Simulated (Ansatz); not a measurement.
Starting cell, TiTe₂ (CdI2 type):

```
TiTe2
1.0
    3.78396     0.00000     0.00000
   -1.89198     3.27701     0.00000
    0.00000     0.00000     6.60161
Ti Te
1 2
Direct
  0.00000   0.00000   0.00000
  0.33333   0.66667   0.25685
  0.66667   0.33333   0.74315
```

In this cell atom 1 (Ti, nearest neighbour Te at 2.765 Å; its periodic images, 3.8 Å or more away, move with it) is moved by s towards the nearest neighbour, unit vector (-0.684, 0.395, -0.613); all other atoms and the cell stay fixed.

Level of theory: r2SCAN+rVV10 (plane waves to 500 eV, PAW, scalar-relativistic; Ansatz, a first-principles code). k mesh 11×11×6 (Γ-centred), Fermi-Dirac smearing 0.05 eV. E stands for the smeared free energy. Left out: 2 of 11 points, with atoms too close for the PAW data. With partly filled bands, energies and forces of such displacements shift with the k mesh and the smearing. Spin-orbit coupling is left out, though Te is heavy. TiTe2 is run without spin polarisation. TiTe2 was relaxed with its symmetry unable to fall. The zero of ΔE is the undisplaced structure. The last digit holds for this mesh only.

```json
[
 {"s (Å)": "-0.440", "ΔE (meV/cell)": "920.1"},
 {"s (Å)": "-0.330", "ΔE (meV/cell)": "445.8"},
 {"s (Å)": "-0.220", "ΔE (meV/cell)": "177.4"},
 {"s (Å)": "-0.110", "ΔE (meV/cell)": "42.3"},
 {"s (Å)": "0.000", "ΔE (meV/cell)": "0.0"},
 {"s (Å)": "0.110", "ΔE (meV/cell)": "42.3"},
 {"s (Å)": "0.220", "ΔE (meV/cell)": "177.4"},
 {"s (Å)": "0.330", "ΔE (meV/cell)": "445.8"},
 {"s (Å)": "0.440", "ΔE (meV/cell)": "920.1"}
]
```

Q: What force constant k = d²E/ds² at s = 0 does the table give?

A: 6.9 eV/Å². It is the second difference of the nearest points, corrected with the next pair.

Q: With k = 6.80 eV/Å² from the forces, is the well harmonic out to s = 0.440 Å?

A: ½ks² = 659 meV/cell against the computed 920 meV/cell, so the well is stiffer than harmonic there.

(For displaced atoms, the force is minus the slope of the energy, and its curvature is a force constant, which sets phonon frequencies.)
